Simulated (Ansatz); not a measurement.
Relaxed-ion elastic tensor of CdTe (zinc blende, space group No. 216) in GPa (Voigt order), DFT-r²SCAN in the program Ansatz with PAW potentials; density 5.65 g/cm³, 35.25 Å³ per atom.

```
51.6  34.7  34.7   0.0   0.0   0.0
34.7  51.6  34.7   0.0   0.0   0.0
34.7  34.7  51.6   0.0   0.0   0.0
 0.0   0.0   0.0  19.9   0.0   0.0
 0.0   0.0   0.0   0.0  19.9   0.0
 0.0   0.0   0.0   0.0   0.0  19.9
```

Is the crystal mechanically stable?

Yes: the smallest eigenvalue of C is 16.9 GPa.

Work out the Voigt, Reuss and Hill averages.

K_V = 40.3, K_R = 40.3, K_H = 40.3; G_V = 15.3, G_R = 12.9, G_H = 14.1 GPa.

Give Young's modulus, Poisson's ratio, Pugh's ratio and the universal anisotropy index.

E = 9KG/(3K + G) = 37.8 GPa; ν = 0.34; K/G = 2.86 (ductile by the Pugh limit of 1.75); A_U = 5G_V/G_R + K_V/K_R − 6 = 0.93.

Estimate the sound speeds and the Debye temperature.

v_l = √((K + 4G/3)/ρ) = 3230 m/s, v_t = √(G/ρ) = 1580 m/s, mean 1770 m/s; Θ = (h/k)(3n/4πV)^(1/3) v_m = 161 K.

Give the Zener ratio and Young's modulus along [100], [110] and [111].

A = 2C44/(C11 − C12) = 2.35; 1/E = S11 − 2(S11 − S12 − S44/2)Γ with Γ = 0, 1/4, 1/3 gives 23.7, 39.6, 51.2 GPa.

Solve the Christoffel equation for the three sound speeds along [100], [110], [111].

Eigenvalues of C_ijkl n_j n_l equal ρv² (piezoelectric stiffening left out). In km/s, slowest first: [100] 1.87, 1.87, 3.02; [110] 1.22, 1.87, 3.34; [111] 1.47, 1.47, 3.44.

Space group F-43m (zinc blende). Symmetry was held in the r²SCAN relaxation; of distortions, only those at the zone centre were tested. Spin–orbit coupling is left out wherever it is not named.

Potentials: the later of the program's two PAW sets.
